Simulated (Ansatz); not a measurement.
Ansatz (a quantum-chemistry and plane-wave program) input:

Ansatz 0.2 input:
```yaml
crystal:
  lattice:
    - [5.0538679397, 0.0, 0.0]
    - [0.0, 5.0538679397, 0.0]
    - [0.0, 0.0, 5.0538679397]
  atoms:
    - { symbol: W, position: [0.0, 0.0, 0.0] }
    - { symbol: W, position: [0.5, 0.5, 0.5] }
    - { symbol: W, position: [0.0, 0.5, 0.25] }
    - { symbol: W, position: [0.0, 0.5, 0.75] }
    - { symbol: W, position: [0.25, 0.0, 0.5] }
    - { symbol: W, position: [0.75, 0.0, 0.5] }
    - { symbol: W, position: [0.5, 0.75, 0.0] }
    - { symbol: W, position: [0.5, 0.25, 0.0] }
kpoints:
  mp_grid: { grid: [8, 8, 8] }
hamiltonian:
  xc: r2scan
  pseudopotentials: { azcp: { folder: ./paw }, kind: paw }
scf:
  occupations: { method: gaussian, width: 0.1 }
checkpoint: { read: metal.run }
output: { write_density: true, elf: true, volumetric_format: npy }
basis: { fft_grid_basis: typed }
```

Output (shortened):

```
Pseudopotential: W, paw, valence charge 14
Functional definition: r2SCAN
Crystal: 8 atoms, lattice volume = 129.084 Å³
Basis set: ecut = 500 eV, 3239 PW (Γ), exchange–correlation on 160×160×160 points (64 copies of the dense FFT grid, shifted against one another)
Bands: 68, of which v1, the nominal top of the filled ones, is band 56 counted from 1 (55 counted from 0)
Symmetry: 48 space group operations
Space group: Pm-3n (ITA 223), of the structure as read, at distance tolerance 5.1e-5 Å
k-points: 35 of 512
Stability of the state it starts from, as read at its close in the unpolarized treatment …
iter 1 solved again at ethr=5.10e-10 eV; its pass at ethr=3.10e-3 eV (dr2=5.72e-7 eV) is discarded
SCF iter   1: F=—  HF=-83185.191765 eV  |F-HF|=—  |Δ(HF+E_count)|=         —  Δρ=2.01e-7  dr2=2.47e-11  dr2_τ=5.81e-12  ethr=5.10e-10  ⟨swp⟩=4.2  Hψ=16033  notcnv=0
preconditioner: auto → Resta (q_TF=auto, 2.664 Å⁻¹)
SCF iter   2: F=-83185.191766 eV  HF=-83185.191766 eV  |F-HF|=1.46e-11  |Δ(HF+E_count)|=   5.99e-7  Δρ=1.34e-7  dr2=1.19e-11  dr2_τ=1.05e-12  ethr=1.00e-12  ⟨swp⟩=5.7  Hψ=6004  notcnv=0
SCF 1 converged in 2 iterations: F = -83185.191766 eV  dr2 = 1.19e-11
SCF converged after 2 iterations
Free energy (F): -83185.191766 eV
Harris-Foulkes:  -83185.191766 eV  (|F-HF|=1.46e-11)
Internal energy: -83185.182458 eV  (E = F + TS)
E sigma→0 (E₀):  -83185.187112 eV
Entropy (-TS):   -0.009308 eV (-1.163 meV/atom)
Fermi energy:    21.629350 eV
--- Per-component energies (eV) ---
  E_band       = -838.756211
  E_kinetic    = 3375.737594
  E_local      = -4497.607785  (includes V_loc(G=0)·N_el)
  E_nonlocal   = -198.433841
  E_hartree    = 1878.886636
  E_xc         = -2002.253552
  E_vxc        = -2020.847923  (∫ρ·V_xc dr)
  E_paw        = -68862.416646  (= ΣΔE_a)
  E_vpaw       = -1360.848971  (= ΣTr[D̂ρ^β])
  E_aug_tail   = 0.000586  (compensation charges beyond the density's cutoff)
  E_vtau       = 105.470822  (kinetic-family band-sum trace: ∫τ·v_τ [+ j·A + Jᵃ·Aᵃ] dr)
  E_ewald      = -12874.390220
  E_core_change = -4.705230  (= ΣΔE_core)
  E_smearing   = -0.009308  (= −TS)
  E_closure    =  0.000000  (closes the sum)
  Σ components = -83185.191766   (vs F -83185.191766, Δ=0.00e0)
  [band-id]    e_kinetic+e_local+e_nonlocal+2·e_hartree+e_vxc+e_vpaw+e_augmentation_tail+e_vtau = -838.756246   (vs E_band -838.756211, Δ=-3.47e-5)
--- Band table (eV; the first three rows and the last of 35) ---
  k-point 0: bands = ["-54.3082", "-54.2542", "-54.2542", "-54.0974", "-54.0974", "-54.0974", "-53.8797", "-53.8655", "-18.7935", "-18.7935", "-18.6397", "-18.2902", "-18.2902", "-18.2902", "-17.9347", "-17.9347", "-17.9347", "-17.6971", "-17.6971", …
  k-point 1: bands = ["-54.3044", "-54.2554", "-54.2498", "-54.1042", "-54.0974", "-54.0974", "-53.8793", "-53.8662", "-18.7977", "-18.7606", "-18.6181", "-18.2850", "-18.2850", "-18.2560", "-17.9562", "-17.9562", "-17.9085", "-17.6930", "-17.6794", …
  k-point 2: bands = ["-54.2949", "-54.2588", "-54.2362", "-54.1233", "-54.0974", "-54.0974", "-53.8783", "-53.8683", "-18.8044", "-18.7427", "-18.4764", "-18.2728", "-18.2728", "-18.1591", "-17.9962", "-17.9962", "-17.8463", "-17.6811", "-17.6641", …
  k-point 34: bands = ["-54.1830", "-54.1830", "-54.1830", "-54.1830", "-54.1830", "-54.1830", "-53.8799", "-53.8799", "-18.0850", "-18.0850", "-18.0850", "-18.0850", "-18.0850", "-18.0850", "-17.9771", "-17.9771", "-17.6899", "-17.6899", "-17.6899", …
```

Cost: about 19 core-seconds (a rough figure) on shared cores.

The workflow started from an entry of the Crystallography Open Database (COD), which files this formula under 6 space groups. It is not the phase usual at ambient conditions (space group No. 229). The cell was relaxed with r²SCAN under the symmetry of its start; of distortions, only those at the zone centre were tested. No spin polarisation was allowed. Scalar-relativistic: spin–orbit coupling is off unless named, which matters more the heavier the elements.

Potentials: the earlier of the program's two PAW sets.

Ansatz is a plane-wave DFT program.
